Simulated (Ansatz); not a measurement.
Values for one crystal, relaxed and computed with plane-wave PAW r²SCAN (Ansatz code); other levels are named.

Volume per atom: 10.72 Å³
Electronic character: no gap, with almost no states at the Fermi level (zero-gap or semimetallic)
Mechanical stability: stable (all eigenvalues of C positive)
Hill bulk and shear moduli: 292 and 211 GPa
HSE06 gap on the r²SCAN cell: 0.17 eV (a hybrid on a coarse mesh can open a false gap in a semimetal)
Pressure derivative B′: 4.2
Young's modulus: 511 GPa

Problem. Which of these materials gives this?
A) HfBeSi, P6_3/mmc (Hf on 2a, Be on 2c, Si on 2d)
B) Sc2C, P-3m1 (Sc on 2d, C on 1b)
C) Mn3ZnN, anti-perovskite
D) ScTaN2, P6_3/mmc (Sc on 2a, Ta on 2c, N on 4f)

Solution. D, ScTaN2, P6_3/mmc (Sc on 2a, Ta on 2c, N on 4f)

The workflow started from a Materials Project entry (that database holds measured and hypothetical structures alike); the Crystallography Open Database copy checked does not list it. Its standing as an ambient phase is unchecked. The cell was relaxed with r²SCAN under the symmetry of its start; whether a distortion lowers the energy is not shown. The run is not spin-polarised. As this level gives no gap, shear constants depend on the k-mesh and smearing (Fermi–Dirac, 0.1 eV here). Scalar-relativistic: spin–orbit coupling is off unless named, which matters more the heavier the elements.

Potentials: the later of the program's two PAW sets.
